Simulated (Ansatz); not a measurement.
BeS:
```
BeS
1.0
    0.00000     2.42623     2.42623
    2.42623     0.00000     2.42623
    2.42623     2.42623     0.00000
Be S
1 1
Direct
  0.00000   0.00000   0.00000
  0.25000   0.25000   0.25000
```

Relaxed with HSE06. Special points in fractions of this cell's reciprocal vectors: Γ (0.000, 0.000, 0.000); X (0.500, 0.000, 0.500); U (0.625, 0.250, 0.625); K (0.375, 0.375, 0.750); L (0.500, 0.500, 0.500); W (0.500, 0.250, 0.750).

List the band energies nearest the valence-band maximum at these points for the program Ansatz at the HSE06 level (PAW).

In eV from the valence-band maximum; about four levels below and three above (degenerate sets whole), none deeper than 8.9 eV; … stands for higher levels left out; points with the same levels are listed once.

```
k              below            above
-  -----------------  ---------------
Γ     0.00 0.00 0.00   6.87 6.87 6.87
X  -5.53 -2.87 -2.87      4.06 5.97 …
U  -5.02 -4.44 -2.38  5.39 8.72 12.08
L  -6.34 -1.12 -1.12   6.61 7.77 7.77
W  -4.70 -4.20 -3.59   7.56 9.31 9.81
```

Space group F-43m (zinc blende). The cell was relaxed with HSE06 under the symmetry of its start. The hybrid was solved on a coarse mesh, the path and, where they were found, the r²SCAN edge points; its band edges are the extreme levels among these.

Potentials: the earlier of the program's two PAW sets.
